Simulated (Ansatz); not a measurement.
Consider the following.

HfGaPd:
```cif
data_Ga6Hf6Pd6
_chemical_formula_sum 'Hf6 Ga6 Pd6'
_space_group_name_H-M_alt 'P 1'
_space_group_IT_number 1
_cell_length_a 7.15277
_cell_length_b 7.15277
_cell_length_c 6.92175
_cell_angle_alpha 90.000
_cell_angle_beta 90.000
_cell_angle_gamma 120.000
loop_
_space_group_symop_operation_xyz
  'x, y, z'
loop_
_atom_site_label
_atom_site_type_symbol
_atom_site_fract_x
_atom_site_fract_y
_atom_site_fract_z
_atom_site_occupancy
Hf1 Hf 0.02155 0.40892 0.75000 1
Hf2 Hf 0.38737 0.97845 0.75000 1
Hf3 Hf 0.59108 0.61263 0.75000 1
Hf4 Hf 0.40892 0.02155 0.25000 1
Hf5 Hf 0.97845 0.38737 0.25000 1
Hf6 Hf 0.61263 0.59108 0.25000 1
Ga1 Ga 0.73132 0.00000 0.50000 1
Ga2 Ga 0.26868 0.26868 0.00000 1
Ga3 Ga 0.00000 0.73132 0.50000 1
Ga4 Ga 0.73132 0.00000 0.00000 1
Ga5 Ga 0.26868 0.26868 0.50000 1
Ga6 Ga 0.00000 0.73132 0.00000 1
Pd1 Pd 0.33333 0.66667 0.03172 1
Pd2 Pd 0.33333 0.66667 0.46828 1
Pd3 Pd 0.66667 0.33333 0.53172 1
Pd4 Pd 0.66667 0.33333 0.96828 1
Pd5 Pd 0.00000 0.00000 0.25000 1
Pd6 Pd 0.00000 0.00000 0.75000 1
```

This is the r²SCAN-relaxed structure.

Question: All from r²SCAN in the plane-wave PAW code Ansatz, unless another level is named. Estimate the density of states at the Fermi level.

Answer: 0.36 states/eV per atom (mean over ±0.08 eV).

Question: And the formation energy from the elements (no fitted shifts)?

Answer: -0.75 eV/atom.

Space group P-62c. The first step of the workflow began from a Materials Project structure, measured or hypothetical; the Crystallography Open Database files this formula in space group No. 190, but the cells were not matched. Whether it is the stable phase at ambient conditions was not checked. The r²SCAN relaxation kept the symmetry of its start; whether a distortion lowers the energy is not shown. No spin polarisation was allowed. The references are the lowest solids computed at this level, not always the standard phases. Spin–orbit coupling is left out wherever it is not named.

Potentials: the later of the program's two PAW sets.
